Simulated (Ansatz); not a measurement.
Values for one crystal, relaxed and computed with the program Ansatz at the LDA level (PAW); other levels are named.

- Volume per atom: 9.29 Å³
- Electronic character: metallic (no gap)
- Debye temperature from the elastic constants: 771 K
- Formation energy from the elements (no fitted shifts): -0.12 eV/atom
- Young's modulus: 417 GPa
- Highest zone-centre frequency: 729 cm^-1
- Mechanical stability: stable (all eigenvalues of C positive)

### Question
Pick the material that matches.
(A) InAgTe2, P-4m2 (In on 1c, Ag on 1a, Te on 2g)
(B) Cr2C, P-3m1 (Cr on 2d, C on 1b)
(C) TiS2, CdI2 type
(D) CsGeI3, cubic perovskite

### Answer
B, Cr2C, P-3m1 (Cr on 2d, C on 1b)

The first step of the workflow began from a Materials Project structure, measured or hypothetical; the Crystallography Open Database copy checked does not list it. Whether it is the stable phase at ambient conditions was not checked. Symmetry was held in the LDA relaxation; of distortions, only those at the zone centre were tested. No spin polarisation was allowed. As this level gives no gap, shear constants depend on the k-mesh and smearing (Fermi–Dirac, 0.1 eV here). As this level gives no gap, phonon frequencies hold no LO–TO term and depend on the k-mesh and smearing (Fermi–Dirac, 0.1 eV here). On the denser mesh and wider smearing of the elastic run this cell carries a stress of 0.5 GPa. The references are the lowest solids computed at this level, not always the standard phases.

Potentials: the later of the program's two PAW sets.
